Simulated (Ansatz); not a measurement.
B in space group Pnnm (No. 58; Pearson symbol oP28) at seven volumes, PBEsol (plane waves, PAW; program Ansatz), shape and atoms relaxed at each. One row is withheld.

```
V (Å³/atom)  P (GPa)
-----------  -------
6.274          25.64
6.481          15.86
6.688           7.38
6.895           0.00
7.102              ?
7.309         -11.95
7.515         -16.77
```

**Question.** Fit the shown pressures and predict the withheld one.

**Answer.** P = (3/2)B₀(x^(7/2) − x^(5/2))[1 + (3/4)(B′ − 4)(x − 1)] with x = (V₀/V)^(2/3). Least squares on the six rows gives V₀ = 6.895 Å³/atom, B₀ = 228 GPa, B′ = 3.68. At V = 7.102, x = 0.9805 and P = -6.39 GPa. The run itself gave -6.40 GPa.

The first step of the workflow began from a Materials Project structure, measured or hypothetical; the Crystallography Open Database copy checked does not list it. It is not the phase usual at ambient conditions (space group No. 166). The cell was relaxed with PBEsol under the symmetry of its start; its stability against distortions is not shown here.

Potentials: the later of the program's two PAW sets.
